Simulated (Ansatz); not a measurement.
# Phonons of FeNi3 (Pm-3m)

```yaml
crystal:
  lattice:
    - [3.48885, 0.00000, 0.00000]
    - [0.00000, 3.48885, 0.00000]
    - [0.00000, 0.00000, 3.48885]
  atoms:
    - { symbol: Fe, position: [0.00000, 0.00000, 0.00000] }
    - { symbol: Ni, position: [0.00000, 0.50000, 0.50000] }
    - { symbol: Ni, position: [0.50000, 0.00000, 0.50000] }
    - { symbol: Ni, position: [0.50000, 0.50000, 0.00000] }
```

Starting moments along z (μB): Fe1 +2.8, Ni2 +0.7, Ni3 +0.7, Ni4 +0.7.

The conventional cell has a = 3.489 Å, b = 3.489 Å, c = 3.489 Å, α = 90.00°, β = 90.00°, γ = 90.00°. Fe (atom 1) is surrounded by 12 Ni at 2.47 Å. Ni (atom 2) is surrounded by 4 Fe at 2.47 Å and 8 Ni at 2.47 Å.

Unless marked otherwise, the numbers come from PBEsol, all-electron LAPW in Ansatz 0.2.0, scalar-relativistic, spin-polarised. k mesh 10×10×10, Fermi-Dirac smearing of 0.100 eV, basis error target 1 meV/atom. The cell was relaxed by PAW under this functional, which moved its volume by -5 % from the database entry's.

Atoms are displaced by 0.01 Å in the primitive cell, which gives the zone-centre modes alone. Negative values stand for unstable modes.

(1) Is the structure dynamically stable at these wave vectors?

(2) How do the optical zone-centre modes decompose, and which are active?

(3) How well do frozen-core PAW files reproduce these all-electron values?

(4) The cell is scaled evenly to 41.617 and 43.316 Å³ (from 42.466), with free atoms relaxed and the shape held. What are the mode Grüneisen parameters γ = −d ln ω/d ln V?

Results:

(1) Yes, no mode is unstable there; wave vectors off this mesh aren't tested.

(2) Point group m-3m: Γ_opt = T2u + 2T1u.

```csv
label,THz,activity,mostly
T2u,6.33,silent,Ni (100 %)
T1u,6.46,IR,Fe (60 %)
T1u,8.62,IR,Ni (84 %)
```

In a metal the activity is that of symmetry alone; free carriers screen the infrared modes.

(3) With a cutoff of 420 eV and displacements of 0.0025 Å, the r.m.s. difference over the modes is 0.0 cm⁻¹; the largest difference is 287.6 (PAW) against 287.7 cm⁻¹ (LAPW).

(4) For the highest mode, 301.1 cm⁻¹ in the small cell and 274.7 in the large one give γ ≈ 2.29. From the change of the dynamical matrix on each mode:

| point | cm⁻¹ | γ |
| --- | --- | --- |
| Gamma | 211.2 | 1.89 |
| Gamma | 215.5 | 1.91 |
| Gamma | 287.7 | 2.30 |

Limits of these numbers: a lower magnetic state may exist; responses of metals move with mesh and smearing; zone-boundary modes aren't tested; the frozen-core PAW files of the compared runs were fitted under PBE, their cores solved anew for this functional.
